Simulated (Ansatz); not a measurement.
# Is this Be₄TeSe₃ structure a true minimum?

It was reached by relaxing an invented guess, and it needn't be the stable form of this composition.

Theory: Ansatz, DFT PBE, scalar-relativistic, plane waves, PAW. Plane waves to 420 eV, a k mesh through Γ of 4×4×4 on the computed 16-atom cell and Gaussian smearing (0.02 eV); no spin polarisation.

The cell below (16 atoms, space group Pmn2_1 (No. 31)) is relaxed within its symmetry.

```xyz
16
Lattice="7.4759 0.0000 0.0000 0.0000 6.4710 0.0000 0.0000 0.0000 6.1621" Properties=species:S:1:pos:R:3 pbc="T T T"
Be    3.7380    5.2543    2.2621
Be    5.5126    4.2571    5.3467
Be    1.9633    4.2571    5.3467
Be    0.0000    5.4257    2.4353
Be    3.7380    1.0452    5.5164
Be    1.7746    2.2139    2.2657
Be    0.0000    1.2167    5.3432
Be    5.7013    2.2139    2.2657
Te    0.0000    5.4070    0.0044
Te    3.7380    1.0639    3.0855
Se    3.7380    5.3463    0.0029
Se    5.6149    4.3018    3.0846
Se    1.8610    4.3018    3.0846
Se    1.8770    2.1691    0.0036
Se    0.0000    1.1246    3.0840
Se    5.5990    2.1691    0.0036
```

For the test it was strained at random (σ = 1.5 % a component), the atoms were moved at random (σ = 0.10 Å), and all was relaxed again on a coarse 2×2×2 mesh (in the run’s order of axes) with 0.10 eV smearing, with no symmetry imposed.

These runs have no spin–orbit coupling, which can matter for Te.

Question: Does it come back?

Answer: It returns, within 1 meV/atom of the unmoved cell on that mesh and with the same symmetry when read at 0.1 Å. So it is stable against the distortions that fit this cell and that this random move excites. Modes that don't fit the cell aren't tested.
